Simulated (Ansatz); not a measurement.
The calculation used DFT PBEsol, scalar-relativistic, plane waves, PAW in Ansatz.

Structure of WC:

```yaml
crystal:
  lattice:
    - [2.89841, 0.00000, 0.00000]
    - [-1.44921, 2.51010, 0.00000]
    - [0.00000, 0.00000, 2.82778]
  atoms:
    - { symbol: W, position: [0.00000, 0.00000, 0.00000] }
    - { symbol: C, position: [0.66667, 0.33333, 0.50000] }
```

Cutoff 420 eV; k points 18×18×14 on the computed 2-atom cell (Γ-centred); Gaussian smearing, width 0.10 eV; no spin polarisation.

Levels along Γ–M–K–Γ–A–L–H–A | L–M | H–K, in eV from the Fermi level, sorted by energy at each point. Points in fractions of the primitive reciprocal vectors: Γ (0.000 0.000 0.000), M (0.500 0.000 0.000), K (0.333 0.333 0.000), A (0.000 0.000 0.500), L (0.500 0.000 0.500), H (0.333 0.333 0.500).
```
point k (1/Å, with 2π) band 6  band 7  band 8  band 9  band 10  band 11  band 12
    Γ             0.000   -4.38   -3.38   -3.38    0.12     3.26     3.26     5.69
    -             0.179   -4.34   -3.56   -3.25   -0.29     3.21     3.72     5.41
    -             0.358   -4.54   -3.69   -2.88   -1.11     3.08     4.64     4.73
    -             0.536   -5.21   -3.42   -2.32   -1.95     2.89     4.00     5.05
    -             0.715   -5.91   -3.20   -2.67   -1.67     2.69     3.61     4.79
    -             0.894   -6.51   -3.27   -3.21   -1.04     2.52     3.85     4.63
    -             1.073   -6.92   -3.54   -3.50   -0.60     2.40     4.53     4.58
    M             1.252   -7.07   -3.65   -3.63   -0.44     2.36     4.58     4.95
    -             1.355   -7.06   -3.65   -3.65   -0.43     2.23     4.39     4.94
    -             1.458   -7.02   -3.71   -3.62   -0.39     1.92     3.97     4.81
    -             1.561   -6.95   -3.85   -3.58   -0.27     1.52     3.49     4.54
    -             1.665   -6.85   -4.06   -3.54   -0.03     1.15     3.01     4.17
    -             1.768   -6.75   -4.30   -3.50    0.35     0.85     2.58     3.77
    -             1.871   -6.66   -4.52   -3.49    0.66     0.77     2.23     3.42
    K             1.974   -6.62   -4.60   -3.48    0.60     1.00     2.07     3.26
    -             2.181   -6.69   -4.27   -3.47    0.34     0.82     2.24     4.00
    -             2.387   -6.58   -3.61   -3.32   -0.67     1.34     2.51     4.97
    -             2.594   -6.16   -3.14   -2.93   -1.54     1.98     2.99     5.04
    -             2.800   -5.48   -3.25   -2.27   -2.17     2.56     3.65     4.97
    -             3.006   -4.71   -3.63   -2.75   -1.37     2.97     4.50     5.00
    -             3.213   -4.33   -3.61   -3.21   -0.41     3.19     3.85     5.33
    Γ             3.419   -4.38   -3.38   -3.38    0.12     3.26     3.26     5.69
    -             3.578   -4.43   -3.32   -3.32    0.10     2.81     2.81     5.96
    -             3.737   -4.68   -3.15   -3.15    0.17     1.93     1.93     6.27
    -             3.896   -5.25   -2.89   -2.89    0.60     1.03     1.03     6.20
    -             4.054   -6.11   -2.58   -2.58    0.27     0.27     1.42     5.77
    -             4.213   -7.13   -2.29   -2.29   -0.26    -0.26     2.45     5.20
    -             4.372   -8.14   -2.09   -2.09   -0.54    -0.54     3.35     4.74
    A             4.530   -8.72   -2.03   -2.03   -0.61    -0.61     3.72     4.55
    -             4.709   -8.54   -2.21   -2.14   -0.85    -0.44     3.90     4.54
    -             4.888   -8.06   -2.65   -2.44   -1.36     0.07     4.30     4.61
    -             5.067   -7.41   -3.17   -2.89   -1.76     0.88     4.72     4.88
    -             5.246   -6.85   -3.66   -3.38   -1.70     1.93     5.08     5.36
    -             5.424   -6.57   -4.04   -3.81   -1.05     3.08     5.32     5.97
    -             5.603   -6.51   -4.29   -4.09   -0.14     4.07     5.40     6.51
    L             5.782   -6.52   -4.37   -4.19    0.32     4.49     5.38     6.74
    -             5.885   -6.46   -4.93   -3.63    0.22     4.63     5.37     6.71
    -             5.988   -6.31   -5.55   -3.04   -0.01     4.94     5.40     6.63
    -             6.092   -6.12   -6.09   -2.51   -0.28     5.03     5.75     6.54
    -             6.195   -6.61   -5.84   -2.09   -0.52     4.89     6.36     6.48
    -             6.298   -6.99   -5.62   -1.80   -0.64     4.70     6.47     6.98
    -             6.401   -7.23   -5.48   -1.63   -0.67     4.53     6.49     7.49
    H             6.505   -7.31   -5.43   -1.58   -0.66     4.46     6.51     7.71
    -             6.711   -7.01   -5.56   -1.73   -0.88     4.77     6.38     6.83
    -             6.918   -6.24   -5.85   -2.02   -1.49     5.01     5.21     5.96
    -             7.124   -6.32   -5.20   -2.29   -1.99     3.12     5.19     5.41
    -             7.330   -7.05   -4.06   -2.42   -2.01     1.50     4.89     4.92
    -             7.537   -7.86   -3.01   -2.35   -1.55     0.32     4.43     4.62
    -             7.743   -8.48   -2.29   -2.15   -0.93    -0.38     3.96     4.54
    A             7.950   -8.72   -2.03   -2.03   -0.61    -0.61     3.72     4.55
    L             7.950   -6.52   -4.37   -4.19    0.32     4.49     5.38     6.74
    -             8.108   -6.66   -4.25   -4.10    0.23     4.45     4.87     6.83
    -             8.267   -6.96   -3.98   -3.90   -0.07     4.09     4.35     6.82
    -             8.426   -7.21   -4.02   -3.35   -0.60     3.75     4.18     6.71
    -             8.585   -7.30   -4.20   -2.60   -1.32     3.92     3.94     6.03
    -             8.743   -7.22   -4.31   -2.12   -1.73     3.47     4.41     5.16
    -             8.902   -7.11   -4.14   -2.92   -0.88     2.77     4.70     4.81
    M             9.061   -7.07   -3.65   -3.63   -0.44     2.36     4.58     4.95
    H             9.061   -7.31   -5.43   -1.58   -0.66     4.46     6.51     7.71
    -             9.219   -7.20   -5.38   -1.91   -0.68     4.28     6.49     7.67
    -             9.378   -6.89   -5.22   -2.77   -0.75     3.82     6.32     7.70
    -             9.537   -6.41   -4.94   -3.87   -0.81     3.27     5.81     6.36
    -             9.696   -5.81   -4.96   -4.54   -0.78     2.77     4.84     5.04
    -             9.854   -5.85   -5.21   -4.07   -0.58     2.39     3.36     4.21
    -            10.013   -6.42   -4.77   -3.65   -0.08     1.99     2.15     3.53
    K            10.172   -6.62   -4.60   -3.48    0.60     1.00     2.07     3.26
```

Spin-orbit coupling is left out, which matters for the bands of heavy elements.